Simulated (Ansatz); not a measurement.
**5 guesses for Mg2Si3N and where they end**

Method: DFT PBE, scalar-relativistic, plane waves, PAW in Ansatz 0.2.0. All cells share a 420 eV cutoff and Γ-centred k meshes spaced at most about 0.3 Å⁻¹ (about 0.25 or finer for metals, 2π included). Collinear spin in cells that started with moments and kept them past the coarse steps, no spin elsewhere.

Each guess was relaxed in cell and atoms at zero pressure, within the symmetry of its start. All energies are static (0 K, no zero-point motion). Coordination counts Mg or Si atoms around N (for each partner element, those within 1.25 times its shortest distance or 1.15 times the sum of covalent radii, where it is the nearest in units of that sum or under 1.3; the shortest distance is added where it exceeds 1.18 times the sum of covalent radii).

```csv
guess,made from,start group,V start (Å³/atom),end group,V end (Å³/atom),coordination at the end,gap on mesh (eV),largest moment (μB),E over the lowest end (meV/atom)
1,YbCo3B2 type,P6/mmm,13.8,P6/mmm,17.3,N 6 from 2.8 Å,0,0.8,572
2,random cell,Pmmm,16.5,Pmmm,16.1,N 4,0,-,136
3,LaAl2Ag3 type,Cmmm,14.6,Cmmm,18.5,N 2,0,-,0
4,Ce2CuSi3 type,P-6m2,14.6,P-6m2,16.4,N 3 from 2.2 Å,0,-,238
5,random cell,P6/mmm,15.5,?,?,?,?,?,?
```

Guess 5 as it starts:

```xyz
6
Lattice="4.4093 0.0000 0.0000 -2.2046 3.8185 0.0000 0.0000 0.0000 5.5374" Properties=species:S:1:pos:R:3 pbc="T T T"
Mg    0.0000    0.0000    1.4544
Mg    0.0000    0.0000    4.0830
Si    2.2046    0.0000    0.0000
Si   -1.1023    1.9093    0.0000
Si    1.1023    1.9093    0.0000
N     0.0000    0.0000    2.7687
```

Task: Fill in the missing row: what does this guess relax into, and where does it rank?

Result: It ends in space group P6/mmm (No. 191), with a = 4.879 Å, c = 7.301 Å, 25.1 Å³/atom and no gap; its coordination is N 2, with moments up to 0.9 μB. It lies 0.44 eV/atom over the lowest end, above guess 4 and below guess 1. Counting Mg or Si atoms around N, this end and the lowest (guess 3) both have N 2. This end holds Si–Si nets (shortest 2.44 Å); the lowest (guess 3) holds Si–Si chains (shortest 2.44 Å).

Space group P6/mmm (No. 191). a = 4.879 Å, b = 4.879 Å, c = 7.301 Å, α = 90.00°, β = 90.00°, γ = 120.00°
```json
{"atom": "Mg", "site": "2e", "symmetry": "6mm", "x": "0.0000", "y": "0.0000", "z": "0.2332"}
{"atom": "Si", "site": "3f", "symmetry": "mmm", "x": "0.5000", "y": "0.0000", "z": "0.0000"}
{"atom": "N", "site": "1b", "symmetry": "6/mmm", "x": "0.0000", "y": "0.0000", "z": "0.5000"}
```

The zero of energy is the elements' standard structures at the same level (N₂ as a molecule); no fitted shifts are applied.

Task: Is the lowest end bound against the elements?

Result: No: its formation energy is +0.24 eV/atom. The separate elements lie lower, so it is unstable against them.

The magnetic state reached may not be the lowest. Cells relaxed within their symmetry can be saddle points. A lower structure may well exist outside this small set. Some candidate types were left out of the draw beforehand, so a known form may be missing.
